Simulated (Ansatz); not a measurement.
# Axial (c/a) deformation path in Y

Method: DFT PBEsol, scalar-relativistic, plane waves, PAW in Ansatz 0.2.0. Settings: plane waves to 420 eV, k-mesh 24×24×12 (Γ-centred), Gaussian smearing 0.15 eV. No spin polarisation. Energies are free energies at this smearing, counted from the undisturbed cell; pressure is positive in compression.

Zero of the scan (relaxed at this level):

```
CELL_PARAMETERS angstrom
3.59752 0.00000 0.00000
-1.79876 3.11554 0.00000
0.00000 0.00000 5.58576
ATOMIC_POSITIONS crystal
Y 0.33333 0.66667 0.25000
Y 0.66667 0.33333 0.75000
```

At fixed volume and fractional coordinates, lengths along (0.000, 0.000, 1.000) are scaled against those across it; ρ is that ratio over its starting value. The cell is metallic on the mesh throughout.

```
    ρ  ΔE (meV/atom)
0.800          185.1
0.850          102.7
0.920           27.9
0.960            6.8
1.000            0.0
1.050            8.2
1.100           30.8
1.200          108.8
1.300          225.4
```

Cost: 9 runs of about 2 core-minutes in all, on Arm Neoverse V2 (shared hosts).